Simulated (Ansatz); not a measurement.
PtSb2 (space group Pa-3)

```
CELL_PARAMETERS angstrom
      6.55329     0.00000     0.00000
      0.00000     6.55329     0.00000
      0.00000     0.00000     6.55329
ATOMIC_POSITIONS crystal
  Sb 0.37490 0.12510 0.87490
  Sb 0.62510 0.87490 0.12510
  Sb 0.12510 0.87490 0.37490
  Sb 0.87490 0.12510 0.62510
  Sb 0.87490 0.37490 0.12510
  Sb 0.12510 0.62510 0.87490
  Sb 0.62510 0.62510 0.62510
  Sb 0.37490 0.37490 0.37490
  Pt 0.00000 0.50000 0.50000
  Pt 0.50000 0.50000 0.00000
  Pt 0.50000 0.00000 0.50000
  Pt 0.00000 0.00000 0.00000
```

The slice is a {100} plane (indices of the conventional cell) through the point (0.625, 0.625, 0.625) (fractional), spanned by u = [100] and v = [010] in vectors of this cell: u (6.55 Å) and v (6.55 Å, at 90° to u). It covers one period; positions are fractions (u, v).

Calculation: PBE (plane waves to 420 eV, PAW, scalar-relativistic; Ansatz, a quantum-chemistry and plane-wave program). k mesh 6×6×6. These are valence fields of a PAW run, semicore shells included where kept as valence: close to a nucleus they are smooth pseudo fields. At this level the bands of PtSb2 touch or barely overlap; measurements give the solid a gap. PtSb2 is run without spin polarisation. PtSb2 was relaxed with its symmetry unable to fall. Spin-orbit coupling is left out, though Pt and Sb are heavy.

Three fields on this plane, each scaled to ten steps between its own extremes (0 low, 9 high; the total valence density on a logarithmic scale, the potential cut 8 eV below its top; x marks points blanked near nuclei; v = 0 in the bottom row):

Map A
```
|xxx0330xx037899730xx|
|xxx041xxxx16999850xx|
|x00451xxxx1799987400|
|2357740xx04899887753|
|77887531147998877888|
|98754234689998878899|
|97400x00489998888999|
|860xxxxx068999888899|
|740xxxxx038998876678|
|52xxxxxxx27998753114|
|330xxxxx037998730xx0|
|140xxxxx05899961xxxx|
|15400x0047899971xxxx|
|47753235778899840xx0|
|57887788877889974113|
|24578999887889998643|
|x0047999988889998400|
|xxx068998888999860xx|
|xxx047876678899830xx|
|xxxx2541135789972xxx|
```

Map B
```
|xxx9779xx975311258xx|
|xxx878xxxx86311247xx|
|x87668xxxx8532124578|
|5444579xx97421123445|
|22235678875311122222|
|01246777653111122110|
|12468x98641000122210|
|246xxxxx741001234332|
|468xxxxx841002355654|
|67xxxxxxx52012467887|
|779xxxxx852113579xx9|
|878xxxxx74211368xxxx|
|86678x8754212358xxxx|
|75444554432112479xx9|
|65322222222111357887|
|76421001122111135677|
|x8642101222100014689|
|xxx642233432100147xx|
|xxx864456553200148xx|
|xxxx7678876421025xxx|
```

Map C
```
|xxx7955xx456410276xx|
|xxx885xxxx55410277xx|
|x67865xxxx5532126976|
|6555555xx65532124677|
|11246655555421112222|
|00269998654211111100|
|03676x79952000122110|
|377xxxxx761001244332|
|696xxxxx661002566544|
|69xxxxxxx61003665555|
|597xxxxx672014654xx5|
|588xxxxx77201455xxxx|
|56876x6796212355xxxx|
|55555677642123556xx5|
|66421122221112455555|
|99620000111111245689|
|x6763001122100025997|
|xxx773233442100167xx|
|xxx696445665200166xx|
|xxxx9655556630016xxx|
```

Assign the maps to these fields: electron localisation function (ELF); valence electron density; electrostatic potential energy of an electron, from the cell's mean.

A is the electrostatic potential energy of an electron, from the cell's mean; B is the valence electron density; C is the electron localisation function (ELF).
